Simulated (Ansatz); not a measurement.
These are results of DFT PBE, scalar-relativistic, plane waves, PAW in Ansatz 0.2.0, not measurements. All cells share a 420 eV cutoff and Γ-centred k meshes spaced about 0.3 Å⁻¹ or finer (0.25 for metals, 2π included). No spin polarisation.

This relaxed Nb3Si2O cell comes from a structure search over trial cells.

```
CELL_PARAMETERS angstrom
6.45169 0.00000 0.00000
0.00000 6.45169 0.00000
0.00000 0.00000 4.14750
ATOMIC_POSITIONS crystal
Nb 0.50000 0.50000 0.00000
Nb 0.81834 0.31834 0.50000
Nb 0.00000 0.00000 0.00000
Nb 0.18166 0.68166 0.50000
Nb 0.31834 0.18166 0.50000
Nb 0.68166 0.81834 0.50000
Si 0.12782 0.37218 0.00000
Si 0.87218 0.62782 0.00000
Si 0.37218 0.87218 0.00000
Si 0.62782 0.12782 0.00000
O 0.50000 0.50000 0.50000
O 0.00000 0.00000 0.50000
```

Wave vectors count in units of this cell's reciprocal vectors.

Question: Does it survive phonon and random-displacement tests?

Answer: No. The phonons on a 1×1×2 q mesh of the computed 12-atom cell go imaginary, to 223i cm⁻¹ at q = (0.00, 0.00, -0.50). (Phonon run: 6×6×8 k mesh, Gaussian smearing of 0.10 eV.) With atoms moved at random and symmetry off, it falls by 178 meV/atom into Pmc2_1 (No. 26). Conventional cell: a = 3.430 Å, b = 6.874 Å, c = 7.532 Å. Nb on its first site is surrounded by 2 O at 2.05 Å and 3 Si at 2.65–2.66 Å; Nb on its second site has 1 O at 2.09 Å and 6 Si at 2.67–2.73 Å; around Si on its first site lie 1 Si at 2.57 Å, 7 Nb at 2.64–2.73 Å and 2 O at 2.91 Å; O is surrounded by 4 Nb at 2.05–2.09 Å and 2 Si at 2.91 Å; 2 more sites not described.

```
CELL_PARAMETERS angstrom
3.43048 0.00000 0.00000
0.00000 6.87355 0.00000
0.00000 0.00000 7.53232
ATOMIC_POSITIONS crystal
Nb 0.50000 0.22468 0.45000
Nb 0.00000 0.42304 0.15280
Nb 0.50000 0.77532 0.95000
Nb 0.00000 0.11441 0.81856
Nb 0.00000 0.57696 0.65280
Nb 0.00000 0.88560 0.31856
Si 0.50000 0.39736 0.88272
Si 0.50000 0.11915 0.11105
Si 0.50000 0.88085 0.61105
Si 0.50000 0.60264 0.38272
O 0.00000 0.28131 0.58945
O 0.00000 0.71869 0.08946
```

The cell is a metal run without spin; a magnetic state may lie lower. Phonons of metals hang on the k mesh and the smearing.
